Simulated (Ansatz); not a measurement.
Cu2O (anti-CdI2 type, P-3m1) under volume change, PBE (plane waves, PAW; program Ansatz), shape and atoms relaxed at each volume.

| V (Å³/atom) | E − E(relaxed) (meV/atom) | P (GPa) |
|---|---|---|
| 9.638 | 44.2 | 16.31 |
| 9.956 | 18.4 | 9.88 |
| 10.274 | 4.3 | 4.50 |
| 10.591 | 0.0 | 0.00 |
| 10.909 | 3.8 | -3.75 |
| 11.227 | 14.4 | -6.88 |
| 11.545 | 30.7 | -9.48 |

Q: What does a third-order Birch–Murnaghan fit give for V₀, B₀ and B′?

A: V₀ = 10.59 Å³/atom, B₀ = 137 GPa, B′ = 5.0.

A made-up cell: these elements were put on the sites of a structure type; neither database checked (COD, Materials Project) lists it. It is not the phase usual at ambient conditions (space group No. 224). Symmetry was held in the PBE relaxation; whether a distortion lowers the energy is not shown. The run is not spin-polarised. No Hubbard U is applied.

Potentials: the later of the program's two PAW sets.
